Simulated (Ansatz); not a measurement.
Re$_{7}$B$_{3}$ in space group P6_3mc (No. 186; Re on 2b, Re on 6c, Re on 6c, B on 6c) at seven volumes, DFT-r²SCAN in the program Ansatz with PAW potentials, shape and atoms relaxed at each. One row is withheld.

| V (Å³/atom) | P (GPa) |
|---|---|
| 10.836 | 44.94 |
| 11.194 | 27.47 |
| 11.551 | 12.62 |
| 11.908 | 0.00 |
| 12.265 | ? |
| 12.623 | -19.80 |
| 12.980 | -27.48 |

### Question
Fit the shown pressures and predict the withheld one.

### Answer
Third-order Birch–Murnaghan: P = (3/2)B₀(x^(7/2) − x^(5/2))[1 + (3/4)(B′ − 4)(x − 1)] with x = (V₀/V)^(2/3). Least squares on the six rows gives V₀ = 11.909 Å³/atom, B₀ = 386.2 GPa, B′ = 4.43. At V = 12.265, x = 0.9806 and P = -10.66 GPa. The run itself gave -10.72 GPa.

The first step of the workflow began from a Materials Project structure, measured or hypothetical; the Crystallography Open Database copy checked does not list it. Its standing as an ambient phase is unchecked. The r²SCAN relaxation kept the symmetry of its start; its stability against distortions is not shown here. The run is not spin-polarised. Spin–orbit coupling is left out wherever it is not named.

Potentials: the later of the program's two PAW sets.
